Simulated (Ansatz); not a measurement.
## Structure relaxation, Co

The start is a generated cell, Co placed in the AFLOW prototype A_oC8_64_f (A17, as in P). The structure is fully relaxed (lattice and positions, P = 0) with PBE (plane waves to 420 eV, PAW, scalar-relativistic; Ansatz, a first-principles code). The first steps use a coarse 12×12×9 k-mesh.

Initial structure:
```
Co
1.0
    1.38547    -4.38101     0.00000
    1.38547     4.38101     0.00000
    0.00000     0.00000     3.65959
Co
4
Direct
  0.39832   0.60168   0.58056
  0.60168   0.39832   0.41944
  0.89832   0.10168   0.91944
  0.10168   0.89832   0.08056
```
Spin-polarised start, with parallel moments on Co.

What symmetry does the relaxed structure have?

The space group goes from Cmce (No. 64) to Fmmm (No. 69), with 2 atoms in the primitive magnetic cell.

How much energy is released per atom?

About 1.9 eV/atom.

How does the volume per atom move from start to end?

+4.6 %, from 11.11 to 11.61 Å³/atom.

How do the shortest distances between atoms change?

The closest pairs of elements (up to four, under 3.6 Å), start → end: Co–Co 1.86 → 2.36 Å.

What band gap does the relaxed structure have at this level?

No gap (metallic).

What magnetic moments remain?

Net 1.72 μB/atom, ferromagnetic.

Write out the relaxed structure.


Space group Fmmm (No. 69); a = 2.560 Å, b = 4.130 Å, c = 8.786 Å, α = β = γ = 90.00°

```csv
atom,site,symmetry,x,y,z
Co,8i,mm2,0.0000,0.0000,0.1344
```
(The calculation used a cell of 2 atoms; values per cell refer to that cell.)

Final values are on a 19×19×19 k-mesh of the relaxed cell. The start holds a very short contact (Co–Co 1.86 Å). Spin state reached: ferromagnetic (net 1.72 μB/atom), from parallel starting moments; other spin orders were not run from this start.

The run could not lose the symmetry of its start: the end is stationary, and may be a saddle point rather than a minimum.

The relaxed structure here is a generated cell of Co: the first start was made by placing the elements on the sites of a structure type, and the end was not matched to a known phase here, so it may be hypothetical. Known forms of Co include space group No. 194.
